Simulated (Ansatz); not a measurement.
TaAs:
```xyz
2
Lattice="3.2155 0.0000 0.0000 0.0000 3.2155 0.0000 0.0000 0.0000 3.2155" Properties=species:S:1:pos:R:3 pbc="T T T"
Ta     0.0000     0.0000     0.0000
As     1.6077     1.6077     1.6077
```

Relaxed with PBE. Special points in fractions of this cell's reciprocal vectors: Γ (0.000, 0.000, 0.000); X (0.000, 0.500, 0.000); M (0.500, 0.500, 0.000); R (0.500, 0.500, 0.500).

**Question.** List the band energies nearest the Fermi level at these points for PBE in the plane-wave PAW code Ansatz.

**Answer.** In eV from the Fermi level; about four levels below and three above (degenerate sets whole), none deeper than 8.9 eV; points with the same levels are listed once.

```tsv
k	below	above
Γ	-3.00 -3.00	0.01 0.01 0.01
X	-8.23 -2.32 -2.32 -2.03	2.46 3.68 5.72
M	-4.83 -4.83 -3.21	0.11 0.11 1.95
R	-6.36 -6.36 -6.36	2.96 2.96 2.96
```

Space group Pm-3m (CsCl type). The cell is a constructed one: a structure type filled with these elements; neither database checked (COD, Materials Project) lists it. It is not the phase usual at ambient conditions (space group No. 109). Symmetry was held in the PBE relaxation; its stability against distortions is not shown here. No spin polarisation was allowed. Scalar-relativistic: spin–orbit coupling is off unless named, which matters more the heavier the elements.

Potentials: the later of the program's two PAW sets.
